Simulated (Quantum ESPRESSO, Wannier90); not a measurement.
Tight-binding from DFT: SnO (Pmn2₁)

Materials Project entry mp-545552; symmetrised, unrelaxed at this level. Not found in the COD (Crystallography Open Database) copy used, which has the formula in other groups; not checked further. Level: PBEsol, spinors with spin-orbit coupling; pw.x of Quantum ESPRESSO at 68 Ry with PseudoDojo potentials, 6×4×6 k-points, Wannier90. Density: 10×6×8 mesh, cold smearing 0.01 Ry. The cell is built of weakly bound layers, chains or molecules, whose nearest atoms lie 3.86 Å apart. Database cells relaxed without dispersion often hold them too far apart, which can enlarge gaps and weakens couplings between them; spacing and stacking were not compared with the measured crystal.

On the energy scale of pw.x, whose zero is arbitrary, the valence-band maximum lies at 7.35 eV.

Input w.win:

```
num_bands = 4
num_wann = 4
exclude_bands = 1-20,25-72
spinors = true
num_iter = 1000
conv_tol = 1.0e-6
conv_window = 4
write_hr = true
write_u_matrices = true
auto_projections = true
begin unit_cell_cart
ang
    3.3550000000    0.0000000000    0.0000000000
    0.0000000000    5.6741000000    0.0000000000
    0.0000000000    0.0000000000    4.2219700000
end unit_cell_cart
begin atoms_frac
Sn   0.0000000000  0.2319100000 -0.4868600000
Sn   0.5000000000 -0.2319100000  0.0131400000
O    0.0000000000 -0.1087500000 -0.2631400000
O    0.5000000000  0.1087500000  0.2368600000
end atoms_frac
mp_grid = 6 4 6
begin kpoints
0.0000000000 0.0000000000 0.0000000000
0.0000000000 0.0000000000 0.1666666667
0.0000000000 0.0000000000 0.3333333333
... (141 more lines: the 6x4x6 mesh through Gamma)
end kpoints
```

Input of pw2wannier90.x that gives the overlap and projection files (equivalent; here they were cut from one run over all bands):

```
&inputpp
  outdir = './out'
  prefix = 'pwscf'
  seedname = 'w'
  write_amn = .true.
  write_mmn = .true.
  atom_proj = .true.
  atom_proj_exclude = 1 2 3 4 5 6 7 8 9 10 11 12 13 14 15 16 17 18 19 20 21 22 23 24 25 26 27 28 29 30 31 32 33 34 35 36 39 40 41 42 43 44 47 48 49 50 51 52
/
```

Output w.wout (banner and timings cut):

```
                                    ------
                                    SYSTEM
                                    ------

                              Lattice Vectors (Ang)
                    a_1     3.355000   0.000000   0.000000
                    a_2     0.000000   5.674100   0.000000
                    a_3     0.000000   0.000000   4.221970

                   Unit Cell Volume:      80.37198  (Ang^3)

                        Reciprocal-Space Vectors (Ang^-1)
                    b_1     1.872783   0.000000   0.000000
                    b_2     0.000000   1.107345   0.000000
                    b_3     0.000000   0.000000   1.488212

 *----------------------------------------------------------------------------*
 |   Site       Fractional Coordinate          Cartesian Coordinate (Ang)     |
 +----------------------------------------------------------------------------+
 | sn   1   0.00000   0.23191  -0.48686   |    0.00000   1.31588  -2.05551    |
 | sn   2   0.50000  -0.23191   0.01314   |    1.67750  -1.31588   0.05548    |
 | o    1   0.00000  -0.10875  -0.26314   |    0.00000  -0.61706  -1.11097    |
 | o    2   0.50000   0.10875   0.23686   |    1.67750   0.61706   1.00002    |
 *----------------------------------------------------------------------------*
                                ------------
                                K-POINT GRID
                                ------------

             Grid size =  6 x  4 x  6      Total points =  144

 *---------------------------------- MAIN ------------------------------------*
 |  Number of Wannier Functions               :                 4             |
 |  Number of Objective Wannier Functions     :                 4             |
 |  Number of input Bloch states              :                 4             |
 |  Output verbosity (1=low, 5=high)          :                 1             |
 |  Timing Level (1=low, 5=high)              :                 1             |
 |  Optimisation (0=memory, 3=speed)          :                 3             |
 |  Length Unit                               :               Ang             |
 |  Post-processing setup (write *.nnkp)      :                 F             |
 |  Using Gamma-only branch of algorithms     :                 F             |
 *----------------------------------------------------------------------------*
 *------------------------------- WANNIERISE ---------------------------------*
 |  Total number of iterations                :              1000             |
 |  Number of CG steps before reset           :                 5             |
 |  Trial step length for line search         :             2.000             |
 |  Convergence tolerence                     :         0.100E-05             |
 |  Convergence window                        :                 4             |
 |  Iterations between writing output         :                 1             |
 |  Iterations between backing up to disk     :               100             |
 |  Write r^2_nm to file                      :                 F             |
 |  Write xyz WF centres to file              :                 F             |
 |  Write on-site energies <0n|H|0n> to file  :                 F             |
 |  Use guiding centre to control phases      :                 F             |
 |  Use phases for initial projections        :                 F             |
 *----------------------------------------------------------------------------*
 *-------------------------------- PLOTTING ----------------------------------*
 |  Plotting Hamiltonian in WF basis          :                 T             |
 *----------------------------------------------------------------------------*

 *---------------------------------- K-MESH ----------------------------------*
 +----------------------------------------------------------------------------+
 |                    Distance to Nearest-Neighbour Shells                    |
 |                    ------------------------------------                    |
 |          Shell             Distance (Ang^-1)          Multiplicity         |
 |          -----             -----------------          ------------         |
 |             1                   0.248035                      2            |
 |             2                   0.276836                      2            |
 |             3                   0.312130                      2            |
 |             4                   0.371699                      4            |
 |             5                   0.398681                      4            |
 |             6                   0.417209                      4            |
 |             7                   0.485371                      8            |
 |             8                   0.496071                      2            |
       ... (lines left out)
 +----------------------------------------------------------------------------+
 | The b-vectors are chosen automatically                                     |
 | The following shells are used:                       1,  2,  3             |
 +----------------------------------------------------------------------------+
 |                        Shell   # Nearest-Neighbours                        |
 |                        -----   --------------------                        |
 |                          1               2                                 |
 |                          2               2                                 |
 |                          3               2                                 |
 +----------------------------------------------------------------------------+
 | Completeness relation is fully satisfied [Eq. (B1), PRB 56, 12847 (1997)]  |
 +----------------------------------------------------------------------------+
 |                  b_k Vectors (Ang^-1) and Weights (Ang^2)                  |
 |                  ----------------------------------------                  |
 |            No.         b_k(x)      b_k(y)      b_k(z)        w_b           |
 |            ---        --------------------------------     --------        |
 |             1         0.000000    0.000000    0.248035     8.127239        |
 |             2         0.000000    0.000000   -0.248035     8.127239        |
 |             3         0.000000    0.276836    0.000000     6.524154        |
 |             4         0.000000   -0.276836    0.000000     6.524154        |
 |             5         0.312130    0.000000    0.000000     5.132132        |
 |             6        -0.312130    0.000000    0.000000     5.132132        |
 +----------------------------------------------------------------------------+
 |                           b_k Directions (Ang^-1)                          |
 |                           -----------------------                          |
 |            No.           x           y           z                         |
 |            ---        --------------------------------                     |
 |             1         0.000000    0.000000    0.248035                     |
 |             2         0.000000    0.276836    0.000000                     |
 |             3         0.312130    0.000000    0.000000                     |
 +----------------------------------------------------------------------------+

 Starting a new Wannier90 calculation ...

 Reading overlaps from w.mmn

 Reading projections from w.amn

 *------------------------------- WANNIERISE ---------------------------------*
 +--------------------------------------------------------------------+<-- CONV
 | Iter  Delta Spread     RMS Gradient      Spread (Ang^2)            |<-- CONV
 +--------------------------------------------------------------------+<-- CONV

 ------------------------------------------------------------------------------
 Initial State
  WF centre and spread    1  ( -0.000000, -0.582915, -1.012832 )     1.26716740
  WF centre and spread    2  ( -0.000000, -0.582915, -1.012832 )     1.26716740
  WF centre and spread    3  (  1.677500,  0.582915,  1.098153 )     1.26716964
  WF centre and spread    4  (  1.677500,  0.582915,  1.098153 )     1.26716964
  Sum of centres and spreads (  3.355000,  0.000000,  0.170643 )     5.06867408

      0     0.507E+01     0.0000000000        5.0686740757  <-- CONV
        O_D=      0.0026494 O_OD=      0.0095612 O_TOT=      5.0686741 <-- SPRD
 ------------------------------------------------------------------------------
      1    -0.136E-03     0.0096070180        5.0685379183  <-- CONV
        O_D=      0.0026187 O_OD=      0.0094557 O_TOT=      5.0685379 <-- SPRD
      2    -0.194E-04     0.0037670566        5.0685185355  <-- CONV
        O_D=      0.0026220 O_OD=      0.0094330 O_TOT=      5.0685185 <-- SPRD
      3    -0.123E-04     0.0029996261        5.0685062059  <-- CONV
        O_D=      0.0026253 O_OD=      0.0094174 O_TOT=      5.0685062 <-- SPRD
      4    -0.376E-05     0.0022922507        5.0685024436  <-- CONV
        O_D=      0.0026249 O_OD=      0.0094140 O_TOT=      5.0685024 <-- SPRD
      5    -0.284E-06     0.0007516758        5.0685021601  <-- CONV
        O_D=      0.0026250 O_OD=      0.0094137 O_TOT=      5.0685022 <-- SPRD
      6    -0.664E-07     0.0003649363        5.0685020937  <-- CONV
        O_D=      0.0026250 O_OD=      0.0094136 O_TOT=      5.0685021 <-- SPRD
      7    -0.204E-07     0.0002082901        5.0685020733  <-- CONV
        O_D=      0.0026249 O_OD=      0.0094136 O_TOT=      5.0685021 <-- SPRD
      8    -0.149E-07     0.0001414395        5.0685020585  <-- CONV
        O_D=      0.0026249 O_OD=      0.0094136 O_TOT=      5.0685021 <-- SPRD
             <<<     Delta < 1.000E-06  over  4 iterations     >>>
             <<< Wannierisation convergence criteria satisfied >>>
 Final State
  WF centre and spread    1  ( -0.000000, -0.582801, -1.012834 )     1.26712440
  WF centre and spread    2  ( -0.000000, -0.582801, -1.012834 )     1.26712440
  WF centre and spread    3  (  1.677500,  0.582801,  1.098152 )     1.26712663
  WF centre and spread    4  (  1.677500,  0.582801,  1.098152 )     1.26712663
  Sum of centres and spreads (  3.355000,  0.000000,  0.170636 )     5.06850206

         Spreads (Ang^2)       Omega I      =     5.056463493
        ================       Omega D      =     0.002624941
                               Omega OD     =     0.009413624
    Final Spread (Ang^2)       Omega Total  =     5.068502058
```
